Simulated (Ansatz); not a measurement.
CdTe:
```xyz
2
Lattice="0.0000 3.2449 3.2449 3.2449 0.0000 3.2449 3.2449 3.2449 0.0000" Properties=species:S:1:pos:R:3 pbc="T T T"
Cd     0.0000     0.0000     0.0000
Te     4.8673     4.8673     4.8673
```

Relaxed with PBEsol. Special points in fractions of this cell's reciprocal vectors: Γ (0.000, 0.000, 0.000); X (0.500, 0.000, 0.500); U (0.625, 0.250, 0.625); K (0.375, 0.375, 0.750); L (0.500, 0.500, 0.500); W (0.500, 0.250, 0.750).

Problem. List the band energies nearest the valence-band maximum at these points for DFT-PBEsol with spin–orbit coupling in the program Ansatz with PAW potentials.

Solution. In eV from the valence-band maximum; about four levels below and three above (degenerate sets whole), none deeper than 8.9 eV; points with the same levels are listed once.

```csv
k,below,above
Γ,0.00 0.00 0.00 0.00,0.37 0.37 4.05 4.05
X,-2.33 -2.33 -1.98 -1.98,2.23 2.23 2.33 2.33
U,-3.03 -2.74 -1.83 -1.79,2.52 2.56 4.06
L,-1.33 -1.33 -0.80 -0.80,1.45 1.45 4.79 4.79
W,-2.92 -2.45 -2.45 -2.42,3.69 4.10 4.30
```

Space group F-43m (zinc blende). The PBEsol relaxation kept the symmetry of its start.

Potentials: the earlier of the program's two PAW sets. The files were generated under PBE; for other functionals the program regenerates the frozen cores, and for LDA and PBEsol the local potential too.
